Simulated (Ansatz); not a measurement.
ZrBr: frozen-core PAW against all-electron methods

```
CELL_PARAMETERS angstrom
1.75155 1.01126 9.54414
-1.75155 1.01126 9.54414
0.00000 -2.02252 9.54414
ATOMIC_POSITIONS crystal
Zr 0.20920 0.20920 0.20920
Zr 0.79080 0.79080 0.79080
Br 0.39170 0.39170 0.39170
Br 0.60830 0.60830 0.60830
```

Atoms are numbered in the order listed.

The cell comes from COD entry 4343762, which wasn't checked; take it as a given geometry. The listed cell was then made from it by scaling, straining or moving an atom.

Methods: DFT, LDA, PAW with Ansatz's default frozen-core files, scalar-relativistic (Ansatz 0.2.0); DFT, LDA, all-electron PAW with datasets made for the crystal, scalar-relativistic (Ansatz 0.2.0); DFT, LDA, all-electron LAPW, scalar-relativistic (Ansatz 0.2.0).

For PAW: a Γ-centred 10×10×10 k mesh, Fermi–Dirac smearing of 0.02 eV, cutoff 420 eV, no spin polarisation; the PAW files were made with PBE, and the program remakes their frozen cores for this functional. The crystal-made all-electron datasets (AE datasets) take a cutoff of 220 eV at this cell. LAPW targets a basis error of 0.5 meV/atom. The Ansatz runs share mesh, smearing and spin set-up. Plane-wave (PAW) pressures include the program's estimate of the Pulay term.

Stress and pressure are positive in compression.

```json
{"quantity": "pressure (GPa)", "PAW": "-4.82", "AE datasets": "-4.80", "LAPW": "-4.80"}
{"quantity": "stress xx (GPa)", "PAW": "-4.20", "AE datasets": "-4.19", "LAPW": "-4.18"}
{"quantity": "stress zz (GPa)", "PAW": "-6.05", "AE datasets": "-6.04", "LAPW": "-6.04"}
{"quantity": "force on Zr1, z (eV/Å)", "PAW": "-0.387", "AE datasets": "-0.387", "LAPW": "-0.387"}
{"quantity": "force on Br3, z (eV/Å)", "PAW": "0.392", "AE datasets": "0.390", "LAPW": "0.391"}
```
